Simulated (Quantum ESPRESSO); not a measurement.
# Band energies of Cd₂TeSe

```xyz
4
Lattice="4.4534 0.0000 0.0000 0.0000 4.4534 0.0000 0.0000 0.0000 6.2627" Properties=species:S:1:pos:R:3 pbc="T T T"
Se     2.2267     2.2267     0.0000
Cd     2.2267     0.0000     4.8061
Cd     0.0000     2.2267     1.4567
Te     0.0000     0.0000     3.1314
```

norm-conserving PBEsol (Quantum ESPRESSO, 102 Ry, with spin-orbit coupling); path ΓXMΓZRAZ,XR,MA; energies in eV from the valence-band maximum.

| k (1/Å) | point | band 72 | band 73 | band 74 | band 75 | band 76 | band 77 | band 78 | band 79 |
|---|---|---|---|---|---|---|---|---|---|
| 0.00 | Γ | 0.00 | 0.19 | 0.19 | 2.56 | 2.56 | 2.80 | 2.80 | 4.66 |
| 0.35 |  | -0.33 | 1.81 | 1.84 | 2.99 | 3.00 | 4.21 | 4.25 | 4.69 |
| 0.71 | X | -0.69 | 2.77 | 2.77 | 3.37 | 3.37 | 4.68 | 4.68 | 4.99 |
| 1.06 |  | -1.54 | 3.21 | 3.26 | 3.29 | 3.31 | 3.44 | 3.53 | 3.57 |
| 1.41 | M | -1.86 | 2.37 | 2.37 | 2.53 | 2.53 | 2.81 | 2.81 | 2.85 |
| 1.52 |  | -1.82 | 2.44 | 2.45 | 2.62 | 2.65 | 2.86 | 2.87 | 2.94 |
| 1.85 |  | -1.31 | 2.86 | 2.86 | 3.09 | 3.09 | 4.03 | 4.31 | 4.43 |
| 2.19 |  | -0.36 | 1.34 | 1.35 | 3.13 | 3.20 | 3.25 | 3.35 | 4.32 |
| 2.41 | Γ | 0.00 | 0.19 | 0.19 | 2.56 | 2.56 | 2.80 | 2.80 | 4.66 |
| 2.53 |  | -0.10 | 0.80 | 0.80 | 2.61 | 2.61 | 2.85 | 2.85 | 4.60 |
| 2.91 | Z | -0.79 | 2.70 | 2.70 | 2.83 | 2.83 | 3.26 | 3.26 | 3.46 |
| 3.01 |  | -0.80 | 2.69 | 2.70 | 2.86 | 2.90 | 3.34 | 3.38 | 3.60 |
| 3.31 |  | -0.69 | 2.00 | 2.05 | 2.55 | 2.60 | 4.77 | 4.77 | 4.99 |
| 3.62 | R | -0.54 | 1.32 | 1.32 | 2.11 | 2.11 | 5.27 | 5.27 | 5.40 |
| 3.92 |  | -1.31 | 2.52 | 2.53 | 3.28 | 3.32 | 4.67 | 4.69 | 4.73 |
| 4.32 | A | -2.36 | 4.06 | 4.06 | 4.33 | 4.33 | 4.35 | 4.35 | 4.81 |
| 4.59 |  | -1.62 | 3.33 | 3.34 | 3.71 | 3.71 | 4.69 | 4.74 | 4.97 |
| 4.87 |  | -0.89 | 2.77 | 2.89 | 3.16 | 3.24 | 4.91 | 4.92 | 5.12 |
| 5.14 |  | -0.80 | 2.76 | 2.79 | 2.89 | 2.97 | 3.62 | 3.69 | 3.80 |
| 5.32 | Z | -0.79 | 2.70 | 2.70 | 2.83 | 2.83 | 3.26 | 3.26 | 3.46 |
| 5.32 | X | -0.69 | 2.77 | 2.77 | 3.37 | 3.37 | 4.68 | 4.68 | 4.99 |
| 5.42 |  | -0.69 | 2.62 | 2.62 | 3.24 | 3.24 | 4.70 | 4.70 | 4.97 |
| 5.72 |  | -0.57 | 1.47 | 1.47 | 2.24 | 2.24 | 5.26 | 5.26 | 5.31 |
| 5.82 | R | -0.54 | 1.32 | 1.32 | 2.11 | 2.11 | 5.27 | 5.27 | 5.40 |
| 5.82 | M | -1.86 | 2.37 | 2.37 | 2.53 | 2.53 | 2.81 | 2.81 | 2.85 |
| 5.92 |  | -1.91 | 2.51 | 2.51 | 2.63 | 2.63 | 2.91 | 2.91 | 2.97 |
| 6.32 | A | -2.36 | 4.06 | 4.06 | 4.33 | 4.33 | 4.35 | 4.35 | 4.81 |

The PBEsol gap is direct, 0.19 eV at Γ.

So small a PBEsol gap in heavy elements may be inverted, where one-shot corrections to single bands mislead.

Geometry relaxed with PBEsol.

The structure is a Materials Project entry; no match was found in the copy of COD used, and its stability was not checked.
